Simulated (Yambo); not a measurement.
TlBr (CsCl type, space group Pm-3m, No. 221): a test of whether the lowest BSE state is resolved, against the k mesh (Yambo, LDA bands; otherwise 4 valence and 5 conduction bands, static screening with 32 bands and a 4 Ry block, scissor 1.30 eV, Tamm-Dancoff).

```
k mesh  direct gap (eV)  lowest state (eV)  difference (eV)  k points taking part  rough cost
------  ---------------  -----------------  ---------------  --------------------  ----------
4×4×4              3.02               2.72             0.30                   3.0  about 1/30
6×6×6              3.02               2.78             0.24                   3.0   about 1/5
8×8×8              3.02               2.83             0.19                   3.0           1
```

The last step moves the difference by 0.05 eV. Even the densest mesh doesn't resolve the state: none of these energies is a result, and the difference is no binding energy.

These are vertical excitations (zero momentum). The scissor comes from a G0W0 run whose convergence isn't established; costs are rough.

Spin-orbit coupling is left out; with 6p states at a band edge it can lower the gap by many tenths of an eV, most of a small gap.

The standard potential for Tl keeps a d shell in the valence without the s and p states of that shell. In tests on such compounds this moved G0W0 gaps by up to about 0.9 eV, so absolute quasiparticle energies here are unreliable; differences between settings are what counts.

Geometry of the Materials Project entry, not relaxed at this level; primitive cell a = b = c = 3.9999 Å, α = β = γ = 90.00°.
